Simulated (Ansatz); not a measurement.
HfO$_{2}$ (fluorite, Fm-3m) under volume change, DFT-PBEsol in the program Ansatz with PAW potentials, scaled uniformly.

| V (Å³/atom) | E − E(relaxed) (meV/atom) | P (GPa) |
|---|---|---|
| 9.735 | 84.3 | 30.44 |
| 10.055 | 35.4 | 18.66 |
| 10.376 | 8.4 | 8.60 |
| 10.697 | 0.0 | 0.00 |
| 11.018 | 7.5 | -7.35 |
| 11.339 | 28.7 | -13.63 |
| 11.660 | 61.6 | -19.01 |

Task: What does a third-order Birch–Murnaghan fit give for V₀, B₀ and B′?

Result: V₀ = 10.70 Å³/atom, B₀ = 264 GPa, B′ = 4.2.

This is a known high-temperature phase of the composition, computed here at zero pressure and temperature. The PBEsol relaxation kept the symmetry of its start; its stability against distortions is not shown here. No spin polarisation was allowed. Spin–orbit coupling is left out wherever it is not named.

Potentials: the earlier of the program's two PAW sets.
